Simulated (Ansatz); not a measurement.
An element in the fcc structure gives these cold pressures by all-electron LAPW under PBE (Ansatz 0.2.0, scalar-relativistic, no spin polarisation).

```csv
V (Å³/atom),P (GPa)
14.05,-0.04
13.34,15.01
11.94,63.2
10.53,152.7
9.13,323.1
7.72,663.2
6.32,1394
5.62,2069
```

Question: Which element is it?

Answer: Rh. Its zero-pressure volume in this structure is near 14.0 Å³/atom; the volume and the steepness of P(V) together point to it, though neighbours can come close. Other candidates weren't computed, and some may come near.
